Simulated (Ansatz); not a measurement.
HfS2:
```
CELL_PARAMETERS angstrom
      3.65149     0.00000     0.00000
     -1.82575     3.16229     0.00000
      0.00000     0.00000    32.00000
ATOMIC_POSITIONS crystal
  Hf 0.00000 0.00000 0.50000
  S  0.33333 0.66667 0.45480
  S  0.66667 0.33333 0.54520
```
Free-standing layer in the xy plane with vacuum along z and no interaction between images.

Relaxed with PBE. Special points in fractions of this cell's reciprocal vectors: Γ (0.000, 0.000, 0.000); M (0.500, 0.000, 0.000); K (0.333, 0.333, 0.000).

Task: List the band energies nearest the valence-band maximum at these points for the program Ansatz at the PBE level (PAW).

Result: In eV from the valence-band maximum; about four levels below and three above (degenerate sets whole), none deeper than 8.9 eV; points with the same levels are listed once.

```tsv
k	below	above
Γ	-2.60 -2.60 -0.83 0.00 0.00	2.07 2.07 2.82
M	-2.38 -2.23 -1.24 -1.05	1.31 4.09 4.13
K	-3.37 -3.37 -1.81 -1.81 -1.74	2.78 3.63 3.63
```

Space group P-3m1 (1T). A layer that has been made, often on a substrate. The PBE relaxation kept the symmetry of its start; its stability against distortions is not shown here. No spin polarisation was allowed. Scalar-relativistic: spin–orbit coupling is off unless named, which matters more the heavier the elements.

Potentials: the later of the program's two PAW sets.
